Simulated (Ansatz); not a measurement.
**Al2Cu under strain: 65Cu nuclear quadrupole resonance**

Cell: an entry of the Crystallography Open Database (COD), relaxed with PBE at fixed cell and then changed (z compressed by 2 %, ions relaxed).

```
Al Cu
1.0
    -3.03350    3.03350    2.38973
     3.03350   -3.03350    2.38973
     3.03350    3.03350   -2.38973
Al Cu
4 2
Direct
  0.65751 0.15751 0.81502
  0.15751 0.34249 0.50000
  0.34249 0.84249 0.18498
  0.84249 0.65751 0.50000
  0.25000 0.25000 0.00000
  0.75000 0.75000 0.00000
```

Atoms are numbered from 1 in the order listed; like atoms form one site, named after its first atom.

Method: Kohn–Sham DFT in Ansatz, PBE, plane waves and PAW, scalar-relativistic, 420 eV cutoff, Γ-centred 12×12×12 k-points, Fermi–Dirac smearing 0.05 eV.

65Cu: I = 3/2, Q = -204.0 mb (year-2017 value). Static lattice, zero field.

Q: Predict the zero-field 65Cu lines of each site.

A: For I = 3/2 there is one line, ν = (|C_Q|/2)(1 + η²/3)^½.

```
site  atoms  V_zz (10²¹ V/m²)  C_Q (MHz)     η  line frequencies (MHz)
  Cu   5, 6             -3.39       16.7  0.00                    8.36
```

Q: And for ⁶³Cu (I = 3/2, Q = -220.0 mb) on Cu?

A: C_Q scales with Q to 18.0 MHz, with lines at 9.01 MHz.

An axis of threefold or higher order runs through Cu, so V_zz lies along it and η is zero.

The run finds no gap above 0.1 eV (a metal, or nearly one), so the gradients can move by 10 % or more with the k-mesh.
